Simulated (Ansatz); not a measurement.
**As (dhcp): energy against volume**

Theory: Ansatz, DFT, PBEsol, plane waves (420 eV) with PAW, scalar-relativistic. (PAW data from PBE, frozen cores regenerated.)

The cell is scaled uniformly from the relaxed one, with fractional coordinates and shape fixed. Energies are extrapolated to zero smearing, pressures are those at the given smearing. Magnetic state: spin not included.

A Birch-Murnaghan fit gives V₀ = 18.37 Å³/atom, B₀ = 93 GPa, B₀′ = 4.5.

What are the energy above the minimum and the pressure at 17.683 Å³/atom?

7.9 meV/atom and 3.90 GPa as computed.

What are the energy above the minimum and the pressure at 19.157 Å³/atom?

9.1 meV/atom and -3.45 GPa as computed.

What are the energy above the minimum and the pressure at 20.630 Å³/atom?

65.2 meV/atom and -8.24 GPa as computed.
